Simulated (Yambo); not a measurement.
## Cs2NaYF6: lowest vertical excitons

```
Cs2NaYF6
1.0
    0.00000     4.60070     4.60070
    4.60070     0.00000     4.60070
    4.60070     4.60070     0.00000
F Na Y Cs
6 1 1 2
Direct
  0.76072   0.76072   0.23928
  0.23928   0.23928   0.76072
  0.23928   0.76072   0.76072
  0.76072   0.23928   0.23928
  0.76072   0.23928   0.76072
  0.23928   0.76072   0.23928
  0.50000   0.50000   0.50000
  0.00000   0.00000   0.00000
  0.25000   0.25000   0.25000
  0.75000   0.75000   0.75000
```

The geometry is that of Materials Project entry mp-13925, symmetrised and not relaxed again.

BSE in Yambo on norm-conserving LDA (Quantum ESPRESSO, 88 Ry, without SOC) bands: 4×4×4 mesh, 18 valence and 12 conduction bands, static screening with 110 bands and a 3 Ry block, scissor 3.72 eV, Tamm-Dancoff; field along x.

| state | energy (eV) | states within 2 meV | relative strength | class | main transitions |
|---|---|---|---|---|---|
| 1 | 8.81 | 1 | < 0.01 | dark | several band pairs |
| 2 | 8.89 | 3 | < 0.01 | dark | several band pairs |
| 3 | 8.93 | 3 | < 0.01 | dark | several band pairs |
| 4 | 8.96 | 3 | < 0.01 | dark | several band pairs |
| 5 | 8.99 | 3 | 1.00 | strong | several band pairs |
| 6 | 9.03 | 1 | < 0.01 | dark | several band pairs |

These are vertical excitations (zero momentum). The direct quasiparticle gap on this mesh is 10.26 eV; counted from there, state 1 is bound by 1.45 eV. Convergence with the mesh was not shown.

Spin singlets only. Strengths are relative to the strongest of the lowest states of this run; strong means a line over 3 % of the spectrum's maximum, dark under 0.03 %. Absolute energies carry the error of the G0W0 scissor, whose convergence isn't established.
